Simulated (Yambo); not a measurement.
Material: Na₂CO₃ (space group C2/m, No. 12); a = 5.121 Å, b = 5.121 Å, c = 5.922 Å, α = 101.29°, β = 101.29°, γ = 61.87° (12 atoms in the cell). The geometry is that of Materials Project entry mp-3070, symmetrised and not relaxed again.

With norm-conserving PBEsol (Quantum ESPRESSO, 88 Ry, no spin-orbit coupling), the gap between the mesh's edge points ((0, 0, -0.5) → Γ) is 4.132 eV.

### Question
By how much does one-shot G0W0 (Yambo; 2×2×2 Γ-centred k mesh, bands 5 to 208 and a 7 Ry block in the screening, 208 bands in G with the Bruneval-Gonze terminator, plasmon pole fitted at 27.2 eV) open this gap, and what gap results?

### Answer
The correction is 2.961 eV, giving 7.093 eV, 1.7 times the PBEsol value.  Nearest settings tried, and what they do to the gap: 166 bands in W, 166 bands in G: +28 meV; 6 Ry block (227 vectors against 281): -30 meV; 4×4×2 mesh: -73 meV. So the settings aren't converged at that level. The k mesh is coarse.
